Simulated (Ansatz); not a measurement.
Values for one crystal, relaxed and computed with plane-wave PAW PBEsol (Ansatz code); other levels are named.

| Quantity | Value |
|---|---|
| Volume per atom | 11.43 Å³ |
| Electronic character | metallic (no gap) |
| Bulk modulus (Birch–Murnaghan fit) | 227 GPa |
| Pressure derivative B′ | 4.9 |
| Formation energy from the elements (no fitted shifts) | -0.57 eV/atom |
| Zone-centre stability | no imaginary mode at Γ |
| Highest zone-centre frequency | 740 cm⁻¹ |

Pick the material that matches.
(A) GaSiGeN, R3m (Ga on 3a, N on 3a, Ge on 3a, Si on 3a)
(B) LaB2, MoSi2 or CaC2 type
(C) VSi, CsCl type
(D) Nb2SiB2, Cmmm (Si on 2a, Nb on 4j, B on 4i)

D, Nb2SiB2, Cmmm (Si on 2a, Nb on 4j, B on 4i)

The start of the workflow was typed in or built on a structure type; neither database checked (COD, Materials Project) lists it. Whether it is the stable phase at ambient conditions was not checked. The cell was relaxed with PBEsol under the symmetry of its start. The run is not spin-polarised. As this level gives no gap, phonon frequencies hold no LO–TO term and depend on the k-mesh and smearing (Fermi–Dirac, 0.1 eV here). The references are the lowest solids computed at this level, not always the standard phases. Spin–orbit coupling is left out wherever it is not named.

Potentials: the earlier of the program's two PAW sets. The files were generated under PBE; for other functionals the program regenerates the frozen cores, and for LDA and PBEsol the local potential too.
